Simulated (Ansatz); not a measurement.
Ansatz 0.2.0, settings compared: LaAl2SiRu2

The input file (Ansatz 0.2.0, plane waves):

```yaml
crystal:
  lattice:
    - [4.409621, 0.0, 0.0]
    - [0.0, 4.409621, 0.0]
    - [0.0, 0.0, 5.929032]
  atoms:
    - { symbol: La, position: [0.0, 0.0, 0.5] }
    - { symbol: Si, position: [0.0, 0.0, 0.0] }
    - { symbol: Al, position: [0.5, 0.5, 0.2537] }
    - { symbol: Al, position: [0.5, 0.5, 0.7463] }
    - { symbol: Ru, position: [0.0, 0.5, 0.0] }
    - { symbol: Ru, position: [0.5, 0.0, 0.0] }
  symmetry: { tolerance: 0.0003 }
kpoints:
  mp_grid: { grid: [4, 4, 3], shift: [0, 0, 0] }
magnetization:
  spin_polarized: false
scf:
  occupations: { method: fermi_dirac, width: 0.0104 }
hamiltonian:
  pseudopotentials: { kind: paw }
  xc: pbesol
basis:
  ecutwfc: 420
output:
  forces: true
  stress: true
  eigenvalues: true
relax:
  max_steps: 40
  cell: {}
```

Run with:

```bash
ansatz run input.yaml --threads 1 --pin off --max-ram 2560MiB --backend cpu --events-out ev --progress --plain --runs-dir out
```

Origin of the cell: a known structure type with other elements, at an estimated volume, so it need not be a known compound.

Output of this run (shortened):

```
Pseudopotentials: kind: paw
Pseudopotential: La, paw, valence charge 11, recommended cutoff 420 eV (normal), La.paw.azcp
Pseudopotential: Si, paw, valence charge 4, recommended cutoff 420 eV (normal), Si.paw.azcp
Pseudopotential: Al, paw, valence charge 3, recommended cutoff 420 eV (normal), Al.paw.azcp
Pseudopotential: Ru, paw, valence charge 16, recommended cutoff 420 eV (normal), Ru.paw.azcp
Functional definition: PBEsol
  exchange = pbesol_x
  correlation = pbesol_c
Crystal: 6 atoms, lattice volume = 115.289 Å³
Basis set: ecut = 420 eV, 2291 PW (Γ), exchange–correlation on 60×60×80 points (8 copies of the dense FFT grid, shifted against one another)
Bands: 33, of which v1, the nominal top of the filled ones, is band 27 counted from 1 (26 counted from 0)
Symmetry: 16 space group operations
Space group: P4/mmm (ITA 123), of the structure as read, at distance tolerance 1.5e-3 Å
k-points: 12 of 48
[… 12 lines left out …]
Initial density: superposition of atomic densities (neutral atoms: chi_scale 0, normalization atom), corrected by the library's trained network
Functional: x = pbesol(κ = 0.804, μ = 0.123457), c = pbesol(β = 0.046)
SCF iter   1: F=—  HF=-19467.574075 eV  Δρ=5.30e-3  dr2=3.96e-2
SCF iter   2: F=—  HF=-19467.568737 eV  Δρ=2.49e-3  dr2=7.41e-3  defer=17
SCF iter   3: F=—  HF=-19467.566877 eV  Δρ=6.06e-4  dr2=6.47e-4  defer=17
SCF iter   4: F=—  HF=-19467.566707 eV  Δρ=1.06e-4  dr2=1.67e-5  defer=17
SCF iter   5: F=—  HF=-19467.566788 eV  Δρ=2.26e-5  dr2=6.37e-7  defer=17
SCF iter   6: F=-19467.566788 eV  HF=-19467.566788 eV  Δρ=4.34e-6  dr2=3.00e-8
relax step   1: F+E_penalty+E_count = -19467.566788 eV  Δ(F+E_penalty+E_count) = +0.000e0 eV  max|allowed force component| = 8.315e-2 eV/Å  Δτ_max = 0.0000 Å  P = -2.526 GPa  Ω = 115.289 Å³ […]
relax step   2: F+E_penalty+E_count = -19467.576782 eV  Δ(F+E_penalty+E_count) = -9.994e-3 eV  max|allowed force component| = 5.729e-2 eV/Å  Δτ_max = 0.0146 Å  P = +1.681 GPa  Ω = 110.717 Å³ […]
relax step   3: F+E_penalty+E_count = -19467.596168 eV  Δ(F+E_penalty+E_count) = -1.939e-2 eV  max|allowed force component| = 8.095e-3 eV/Å  Δτ_max = 0.0063 Å  P = -0.148 GPa  Ω = 112.656 Å³ […]
relax step   4: F+E_penalty+E_count = -19467.596281 eV  Δ(F+E_penalty+E_count) = -1.134e-4 eV  max|allowed force component| = 1.623e-3 eV/Å  Δτ_max = 0.0002 Å  P = -0.012 GPa  Ω = 112.520 Å³ […]
relax step   5: F+E_penalty+E_count = -19467.595836 eV  Δ(F+E_penalty+E_count) = +4.456e-4 eV  max|allowed force component| = 1.637e-3 eV/Å  Δτ_max = 0.0000 Å  P = -0.016 GPa  Ω = 112.520 Å³  stress off target by 2.30e-2 GPa […]
SCF 5 converged in 9 iterations: F = -19467.595836 eV  dr2 = 1.19e-15
basis re-selected at this cell: Δ(F+E_penalty+E_count) = +4.456e-4 eV, ΔP = -0.004 GPa vs the last step (what re-selecting the basis moved, of the pressure what is left beyond the Pulay corre […]
SCF converged after 9 iterations
Free energy (F): -19467.595836 eV
Harris-Foulkes:  -19467.595836 eV  (|F-HF|=0.00e0)
Internal energy: -19467.593913 eV  (E = F + TS)
E sigma→0 (E₀):  -19467.594874 eV
Entropy (-TS):   -0.001923 eV (-0.320 meV/atom)
Fermi energy:    12.518286 eV
--- Per-component energies (eV) ---
  E_band       = -403.605202
  E_kinetic    = 1316.574989
  E_local      = -5373.510412  (includes V_loc(G=0)·N_el)
  E_nonlocal   = 837.816460
  E_hartree    = 2035.703490
  E_xc         = -653.590132
  E_vxc        = -733.282393  (∫ρ·V_xc dr)
  E_paw        = -13538.131643  (= ΣΔE_a)
  E_vpaw       = -522.610441  (= ΣTr[D̂ρ^β])
  E_aug_tail   = -0.000383  (compensation charges beyond the density's cutoff)
  E_ewald      = -4093.202221
  E_core_change = 0.745940  (= ΣΔE_core)
  E_smearing   = -0.001923  (= −TS)
  Σ components = -19467.595836   (vs F -19467.595836, Δ=0.00e0)
--- Forces (eV/Å), atoms counted from 1 ---
  atom   1  La    -0.000000     0.000000     0.000000
  atom   2  Si    -0.000000    -0.000000     0.000000
  atom   3  Al     0.000000     0.000000    -0.001637
  atom   4  Al     0.000000     0.000000     0.001637
  atom   5  Ru     0.000000     0.000000     0.000000
  atom   6  Ru    -0.000000    -0.000000     0.000000
  max |Σ_I F_I| component: 0.0 eV/Å
--- Stress (GPa, compression-positive) ---
       -0.011840       0.000000       0.000000
        0.000000      -0.011840       0.000000
        0.000000       0.000000      -0.023007
  P = ⅓ Tr σ = -0.0156 GPa (-0.156 kbar)
--- Relaxed structure (4 steps of the walk, 4 accepted, 1 SCFs on fresh bases) ---
  F+E_penalty+E_count = -19467.595836 eV   max|allowed force component| = 1.637e-3 eV/Å   (the final SCF, on the basis selected at the relaxed cell)
  cell:  # Å, volume = 112.5199 Å³
    - [4.395101, 0.0, 0.0]
    - [0.0, 4.395101, 0.0]
    - [0.0, 0.0, 5.824944]
  atoms:
    - { symbol: La, position: [0.0, 0.0, 0.5] }
    - { symbol: Si, position: [0.0, 0.0, 0.0] }
    - { symbol: Al, position: [0.5, 0.5, 0.255128] }
    - { symbol: Al, position: [0.5, 0.5, 0.744872] }
    - { symbol: Ru, position: [0.0, 0.5, 0.0] }
    - { symbol: Ru, position: [0.5, 0.0, 0.0] }
```

The same input was run again with these changes:

1. `hamiltonian.hubbard` default → { sites: [{ species: Ru, l: d, u_eff: 1.0 }], double_counting: amf }; `scf.mixing.preconditioner` default → kerker_dos
2. `kpoints.mp_grid.grid` [4, 4, 3] → [3, 3, 2]; typed moments: none
3. `scf.mixing.algorithm` default → msr1; `scf.mixing.beta` default → 0.05; `scf.mixing.ndim` default → 8; `scf.n_extra_bands` default → 8
4. `magnetization` { spin_polarized: false } → { spin_polarized: true } (starts: flip); `hamiltonian.dispersion` default → d3bjatm; typed moments: none

```tsv
run	end	SCF iterations	volume (Å³/atom)	max force component (eV/Å)	gap on mesh (eV)	moment (μB)	ΔE(σ→0) (meV/atom)
base	converged	35	18.75	0.002	–	–	0
1	converged	36	18.77	0.001	–	–	–
2	converged	41	18.75	0.000	–	–	2.35
3	converged	42	18.75	0.002	–	–	0.00
4	converged	50	18.28	0.003	–	0.00	–
```

Energies are compared only where functional, datasets, charge and starting cell are the same.

Caveats of the base run: no moments, though an odd count or open d shells may carry them; no spin-orbit coupling, though heavy elements are present; the k mesh is coarse if the cell is a metal; the relaxation held the start's symmetry, so the end may be a saddle point.

Run 4: spin is on but no moment was typed.

The base run ran for 12 s on 1 thread of Intel(R) Xeon(R) Platinum 8488C (Sapphire Rapids) (shared host), peak memory 0.49 GiB, from the program's own first density.
